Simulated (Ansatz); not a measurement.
SiSe$_{2}$ (SiS2 type, space group Ibam)

```
SiSe2
1.0
   -3.15068     4.65079     2.92779
    3.15068    -4.65079     2.92779
    3.15068     4.65079    -2.92779
Se Si
4 2
Direct
  0.87171   0.79484   0.66655
  0.37171   0.70516   0.07686
  0.62829   0.29484   0.92314
  0.12829   0.20516   0.33345
  0.75000   0.75000   0.00000
  0.25000   0.25000   0.00000
```

The slice is a (100) plane (indices of the conventional cell) through the point (0.628, 0.295, 0.923) (fractional), spanned by u = [110] and v = [101] in vectors of this cell: u (5.86 Å) and v (9.30 Å, at 90° to u). It covers one period; positions are fractions (u, v).

Level of theory: PBEsol (plane waves to 420 eV, PAW, scalar-relativistic; Ansatz, a first-principles code). k mesh 8×8×8. Inside the PAW spheres the values are not all-electron values, and peaks at nuclei hang on which shells count as valence. SiSe2 was relaxed with its symmetry unable to fall.

Problem. Sketch the density of the highest valence band (whole band, smooth part) on this plane as a map.

Solution. 
| v \ u | 0.00 | 0.13 | 0.27 | 0.40 | 0.53 | 0.67 | 0.80 | 0.93 |
|---|---|---|---|---|---|---|---|---|
| 0.92 | 0.097 | 0.030 | 0.002 | 0.007 | 0.011 | 0.003 | 0.008 | 0.071 |
| 0.83 | 0.014 | 0.006 | 0.004 | 0.046 | 0.083 | 0.016 | 0.002 | 0.012 |
| 0.75 | 0.001 | 0.001 | 0.002 | 0.014 | 0.007 | 0.008 | 0.001 | 0.001 |
| 0.67 | 0.004 | 0.002 | 0.003 | 0.041 | 0.079 | 0.013 | 0.001 | 0.003 |
| 0.58 | 0.010 | 0.004 | 0.002 | 0.008 | 0.013 | 0.004 | 0.002 | 0.008 |
| 0.50 | 0.094 | 0.026 | 0.002 | 0.001 | 0.002 | 0.001 | 0.007 | 0.067 |
| 0.42 | 0.114 | 0.035 | 0.002 | 0.007 | 0.010 | 0.003 | 0.009 | 0.083 |
| 0.33 | 0.013 | 0.006 | 0.004 | 0.051 | 0.093 | 0.017 | 0.002 | 0.011 |
| 0.25 | 0.002 | 0.001 | 0.004 | 0.052 | 0.102 | 0.016 | 0.001 | 0.002 |
| 0.17 | 0.011 | 0.005 | 0.001 | 0.006 | 0.009 | 0.003 | 0.002 | 0.009 |
| 0.08 | 0.081 | 0.023 | 0.002 | 0.003 | 0.004 | 0.001 | 0.006 | 0.057 |
| 0.00 | 0.001 | 0.011 | 0.001 | 0.001 | 0.001 | 0.000 | 0.004 | 0.010 |

Values: density of the highest valence band (whole band, smooth part) in e/Å³.
